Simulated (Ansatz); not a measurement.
# Li2Ga: pressure against volume

Li2Ga, Cmcm, a = 4.501 Å, b = 9.432 Å, c = 4.314 Å. The structure is a COD entry; whether it is the stable form wasn't checked. Ansatz: r2SCAN, PAW, 500 eV, Γ-centred 10×10×8 mesh on 6 atoms, Gaussian smearing 0.10 eV; no spin polarisation. Shape and atoms are relaxed at each volume; pressure is positive in compression.

| V (Å³/atom) | P (GPa) |
| --- | --- |
| 14.344 | ? |
| 14.802 | 1.10 |
| 15.260 | -0.02 |
| 15.717 | -0.98 |
| 16.175 | -1.80 |

Question: Take V0 = 15.260 Å³/atom, count pressures from its P0 = -0.02 GPa, fit the third-order Birch–Murnaghan form to the other rows, and predict the missing pressure.

Answer: With the Eulerian strain f = ½[(V0/V)^(2/3) − 1] and y = (P − P0)/[3f(1 + 2f)^(5/2)], the form is the line y = B0 + 1.5 B0 (B0′ − 4) f. Rows (f, y): 0.01026, 34.6; -0.00974, 34.5; -0.01904, 34.3. Means f = -0.006173, y = 34.467; Σ(Δf)² = 0.0004483, ΣΔfΔy = 0.004217; the slope is their ratio. y = 34.52 + 9.405 f GPa, so B0 = 34.5 GPa and B0′ = 4 + 2 × (9.405)/(3 × 34.52) = 4.18. At V = 14.344, f = 0.02107, y = 34.72 and P = 2.41 GPa. The run gave 2.41 GPa, the same to the digits shown. The form still works here, 33 % of the fitted range beyond its end.

Cost: 5 runs of about 16 core-minutes in all, on Arm Neoverse V1 (shared hosts).